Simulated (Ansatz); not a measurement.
Polymorphs of HfS$_{2}$, each relaxed with DFT-HSE06 in the program Ansatz with PAW potentials:

A: anatase (I4_1/amd)
a = 5.021 Å, b = 5.021 Å, c = 11.400 Å, α = 90.00°, β = 90.00°, γ = 90.00°

```csv
atom,site,symmetry,x,y,z
Hf,4b,-4m2,0.0000,0.0000,0.5000
S,8e,2mm.,0.0000,0.0000,0.2791
```

B: fluorite (Fm-3m)
a = 6.213 Å, b = 6.213 Å, c = 6.213 Å, α = 90.00°, β = 90.00°, γ = 90.00°

| atom | site | symmetry | x | y | z |
|---|---|---|---|---|---|
| Hf | 4a | m-3m | 0.0000 | 0.0000 | 0.0000 |
| S | 8c | -43m | 0.2500 | 0.2500 | 0.2500 |

Question: Put the candidates in order of energy per atom at 0 K, lowest first, for HSE06.

Answer: A (+0 meV/atom), B (+240 meV/atom)

Question: Give each one's gap.

Answer: A 1.50 eV; B 0.27 eV.

Constructed cells (a structure type filled with these elements, in neither database checked): A; B. All cells were relaxed under the symmetry of their starts (and spin orders); stability against distortions was not tested throughout. Rows with no word on spin ran without spin polarisation. Spin–orbit coupling is left out wherever it is not named.

Potentials: the later of the program's two PAW sets.
